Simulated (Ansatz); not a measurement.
# Is this Li4Zr3O structure a true minimum?

The structure comes from a proposed guess, relaxed at this level; another structure or a mixture of phases may lie lower.

All numbers below come from Ansatz, DFT PBE, scalar-relativistic, plane waves, PAW. Plane waves to 420 eV, a k mesh through Γ of 14×14×14 on the computed 8-atom cell and Gaussian smearing (0.10 eV); no spin polarisation.

The cell below (8 atoms, space group I4/mmm (No. 139)) is relaxed within its symmetry.

```
Li Zr O
1.0
    -1.58495    1.58495   14.84482
     1.58495   -1.58495   14.84482
     1.58495    1.58495  -14.84482
Li Zr O
4 3 1
Direct
  0.84572 0.84572 0.00000
  0.28351 0.28351 0.00000
  0.15428 0.15428 0.00000
  0.71649 0.71649 0.00000
  0.57755 0.57755 0.00000
  0.42245 0.42245 0.00000
  0.00000 0.00000 0.00000
  0.50000 0.50000 0.00000
```

For the test it was strained at random (σ = 1.5 % a component), the atoms were moved at random (σ = 0.10 Å), and all was relaxed again on a coarse 8×8×8 mesh (in the run’s order of axes) with 0.20 eV smearing, with no symmetry imposed.

Task: Does it come back?

Result: It returns, within 1 meV/atom of the unmoved cell on that mesh and with the same symmetry when read at 0.1 Å (Fmm2 at 0.01 Å, so small strains and shifts remain). So it is stable against the distortions that fit this cell and that this random move excites. Modes that don't fit the cell aren't tested.
